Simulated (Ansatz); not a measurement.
Input, command and steps of an Ansatz relaxation.

```yaml
crystal:
  lattice:
    - [3.4865996016, 0.0, 0.0]
    - [-1.7432998008, 3.0194838278, 0.0]
    - [0.0, 0.0, 13.561442702]
  atoms:
    - { symbol: Ca, position: [0.3333333333, 0.6666666667, 0.6275] }
    - { symbol: Ca, position: [0.6666666667, 0.3333333333, 0.1275] }
    - { symbol: Ca, position: [0.3333333333, 0.6666666667, 0.8725] }
    - { symbol: Ca, position: [0.6666666667, 0.3333333333, 0.3725] }
    - { symbol: Hf, position: [0.3333333333, 0.6666666667, 0.25] }
    - { symbol: Hf, position: [0.6666666667, 0.3333333333, 0.75] }
basis:
  ecutwfc: 420
kpoints:
  mp_grid: { grid: [6, 6, 2] }
hamiltonian:
  xc: pbe
scf:
  occupations: { method: gaussian, width: 0.1 }
  lower_state_search: "off"
output:
  forces: true
  stress: true
  eigenvalues: true
relax:
  adjacent_minimum: "off"
  f_tol: 0.04
  max_steps: 70
  cell: { stress_tol: 0.4 }
```

```bash
ansatz run input.yaml --threads 1 --pin off --max-ram 2560MiB --backend cpu --events-out ev --progress --plain --runs-dir out
```

These are results of DFT PBE, scalar-relativistic, plane waves, PAW in Ansatz, not measurements.

Of 11 frames 9 are shown, positions in Å and forces in eV/Å; the SCF threshold varies from step to step. Steps run on the plane waves of an earlier cell, with a Pulay correction in the pressure. The basis is chosen afresh for the last frame, the zero of the energies, and at times for earlier ones too; energy and pressure step there, also at an unchanged geometry. Here that happened at step 8 (-18 meV/atom, 0.9 GPa); the frames before carry an error of that size.

```xyz
6
Lattice="3.4866 0.0000 0.0000 -1.7433 3.0195 0.0000 0.0000 0.0000 13.5614" Properties=species:S:1:pos:R:3:forces:R:3 pbc="T T T" step=1 free_energy_over_end_meV_per_atom=1525.39 pressure_GPa=27.58
Ca    0.0000    2.0130    8.5098    0.0000    0.0000   -5.5201
Ca    1.7433    1.0065    1.7291    0.0000    0.0000   -5.5201
Ca    0.0000    2.0130   11.8324    0.0000    0.0000    5.5201
Ca    1.7433    1.0065    5.0516    0.0000    0.0000    5.5201
Hf    0.0000    2.0130    3.3904    0.0000    0.0000    0.0000
Hf    1.7433    1.0065   10.1711    0.0000    0.0000    0.0000
6
Lattice="3.5616 0.0000 0.0000 -1.7808 3.0844 0.0000 0.0000 0.0000 14.1664" Properties=species:S:1:pos:R:3:forces:R:3 pbc="T T T" step=2 free_energy_over_end_meV_per_atom=655.13 pressure_GPa=14.59
Ca    0.0000    2.0563    8.6858    0.0000    0.0000   -2.9145
Ca    1.7808    1.0281    1.6026    0.0000    0.0000   -2.9145
Ca    0.0000    2.0563   12.5638    0.0000    0.0000    2.9145
Ca    1.7808    1.0281    5.4806    0.0000    0.0000    2.9145
Hf    0.0000    2.0563    3.5416    0.0000    0.0000    0.0000
Hf    1.7808    1.0281   10.6248    0.0000    0.0000    0.0000
6
Lattice="3.5896 0.0000 0.0000 -1.7948 3.1087 0.0000 0.0000 0.0000 14.8263" Properties=species:S:1:pos:R:3:forces:R:3 pbc="T T T" step=3 free_energy_over_end_meV_per_atom=292.85 pressure_GPa=7.72
Ca    0.0000    2.0724    8.9538    0.0000    0.0000   -1.3814
Ca    1.7948    1.0362    1.5407    0.0000    0.0000   -1.3814
Ca    0.0000    2.0724   13.2856    0.0000    0.0000    1.3814
Ca    1.7948    1.0362    5.8725    0.0000    0.0000    1.3814
Hf    0.0000    2.0724    3.7066    0.0000    0.0000    0.0000
Hf    1.7948    1.0362   11.1197    0.0000    0.0000    0.0000
6
Lattice="3.5948 0.0000 0.0000 -1.7974 3.1132 0.0000 0.0000 0.0000 15.4948" Properties=species:S:1:pos:R:3:forces:R:3 pbc="T T T" step=4 free_energy_over_end_meV_per_atom=136.05 pressure_GPa=3.90
Ca    0.0000    2.0755    9.2676    0.0000    0.0000   -0.5467
Ca    1.7974    1.0377    1.5202    0.0000    0.0000   -0.5467
Ca    0.0000    2.0755   13.9746    0.0000    0.0000    0.5467
Ca    1.7974    1.0377    6.2272    0.0000    0.0000    0.5467
Hf    0.0000    2.0755    3.8737    0.0000    0.0000    0.0000
Hf    1.7974    1.0377   11.6211    0.0000    0.0000    0.0000
6
Lattice="3.5313 0.0000 0.0000 -1.7657 3.0582 0.0000 0.0000 0.0000 16.1729" Properties=species:S:1:pos:R:3:forces:R:3 pbc="T T T" step=5 free_energy_over_end_meV_per_atom=69.30 pressure_GPa=2.90
Ca    0.0000    2.0388    9.6544    0.0000    0.0000   -0.3450
Ca    1.7657    1.0194    1.5679    0.0000    0.0000   -0.3450
Ca    0.0000    2.0388   14.6050    0.0000    0.0000    0.3450
Ca    1.7657    1.0194    6.5185    0.0000    0.0000    0.3450
Hf    0.0000    2.0388    4.0432    0.0000    0.0000    0.0000
Hf    1.7657    1.0194   12.1297    0.0000    0.0000    0.0000
6
Lattice="3.4917 0.0000 0.0000 -1.7458 3.0239 0.0000 0.0000 0.0000 17.1853" Properties=species:S:1:pos:R:3:forces:R:3 pbc="T T T" step=7 free_energy_over_end_meV_per_atom=27.59 pressure_GPa=0.04
Ca    0.0000    2.0159   10.2205    0.0000    0.0000   -0.0060
Ca    1.7458    1.0080    1.6278    0.0000    0.0000   -0.0060
Ca    0.0000    2.0159   15.5575    0.0000    0.0000    0.0060
Ca    1.7458    1.0080    6.9648    0.0000    0.0000    0.0060
Hf    0.0000    2.0159    4.2963    0.0000    0.0000    0.0000
Hf    1.7458    1.0080   12.8890    0.0000    0.0000    0.0000
6
Lattice="3.4917 0.0000 0.0000 -1.7458 3.0239 0.0000 0.0000 0.0000 17.1853" Properties=species:S:1:pos:R:3:forces:R:3 pbc="T T T" step=8 free_energy_over_end_meV_per_atom=9.79 pressure_GPa=0.90
Ca    0.0000    2.0159   10.2205    0.0000    0.0000   -0.0022
Ca    1.7458    1.0080    1.6278    0.0000    0.0000   -0.0022
Ca    0.0000    2.0159   15.5575    0.0000    0.0000    0.0022
Ca    1.7458    1.0080    6.9648    0.0000    0.0000    0.0022
Hf    0.0000    2.0159    4.2963    0.0000    0.0000    0.0000
Hf    1.7458    1.0080   12.8890    0.0000    0.0000    0.0000
6
Lattice="3.4811 0.0000 0.0000 -1.7405 3.0147 0.0000 0.0000 0.0000 17.5582" Properties=species:S:1:pos:R:3:forces:R:3 pbc="T T T" step=9 free_energy_over_end_meV_per_atom=2.78 pressure_GPa=0.41
Ca    0.0000    2.0098   10.4528    0.0000    0.0000   -0.0015
Ca    1.7405    1.0049    1.6737    0.0000    0.0000   -0.0015
Ca    0.0000    2.0098   15.8845    0.0000    0.0000    0.0015
Ca    1.7405    1.0049    7.1054    0.0000    0.0000    0.0015
Hf    0.0000    2.0098    4.3895    0.0000    0.0000    0.0000
Hf    1.7405    1.0049   13.1686    0.0000    0.0000    0.0000
6
Lattice="3.4525 0.0000 0.0000 -1.7262 2.9899 0.0000 0.0000 0.0000 18.0465" Properties=species:S:1:pos:R:3:forces:R:3 pbc="T T T" step=11 free_energy_over_end_meV_per_atom=0.00 pressure_GPa=0.10
Ca    0.0000    1.9933   10.7513    0.0000    0.0000   -0.0002
Ca    1.7262    0.9966    1.7280    0.0000    0.0000   -0.0002
Ca    0.0000    1.9933   16.3185    0.0000    0.0000    0.0002
Ca    1.7262    0.9966    7.2952    0.0000    0.0000    0.0002
Hf    0.0000    1.9933    4.5116    0.0000    0.0000    0.0000
Hf    1.7262    0.9966   13.5349    0.0000    0.0000    0.0000
```

The start puts this composition into another compound's structure type, which needn't suit it. The cell swells from 23.8 to 31.0 Å³ an atom, so the end can be far from any stable crystal. At the end the space group is P6_3/mmc (tolerance 0.05 Å).

The run took 2.8 min on 1 thread of Intel(R) Xeon(R) Platinum 8259CL CPU @ 2.50GHz (Skylake/Cascade Lake), with other jobs on the host, peak memory 0.54 GiB.

The k mesh is coarse. Spin–orbit coupling is left out, which can shift energies with elements as heavy as these.